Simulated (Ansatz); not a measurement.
Data:

Relaxed Ti (hcp, Mg type):

```xyz
2
Lattice="2.9389 0.0000 0.0000 -1.4694 2.5451 0.0000 0.0000 0.0000 4.6500" Properties=species:S:1:pos:R:3 pbc="T T T"
Ti     0.0000     1.6967     3.4875
Ti     1.4694     0.8484     1.1625
```

A phonon eigenvector at Γ is frozen into this cell: atom i moves by Q times the vector below, so Q is the largest atomic displacement, in Å. The cell is held. It is one choice among 2 degenerate patterns.

```
atom      x       y      z
----  -----  ------  -----
Ti1   0.000   1.000  0.000
Ti2   0.000  -1.000  0.000
```

These are PBE (plane waves to 420 eV, PAW, scalar-relativistic; Ansatz, a first-principles code) values and carry that method's errors. k mesh 18×18×10 (Γ-centred), Fermi-Dirac smearing 0.05 eV. The energy includes the smearing's −TS. With partly filled bands, energies and forces of such displacements shift with the k mesh and the smearing. The PAW data are Ansatz's earlier set. Ti is run without spin polarisation. Ti was relaxed with its symmetry unable to fall. The zero of ΔE is the undisplaced structure.

The scan covers Q from -0.180 to 0.180 Å in 13 points.

Which space group does the distorted structure have?

Cmcm (No. 63), lowered from P6_3/mmc.

Is the energy the same for displacements of ±0.180 Å, and if not, which side lies higher?

Not even: the positive side lies higher at ±0.180 Å.

What is the energy change at Q = 0.180 Å?

89 meV/cell.

What harmonic wavenumber does the curvature at Q = 0 give?

131 cm⁻¹.

(A displaced cell: forces are minus the slopes of the energy, force constants its curvatures, and phonons follow from these.)
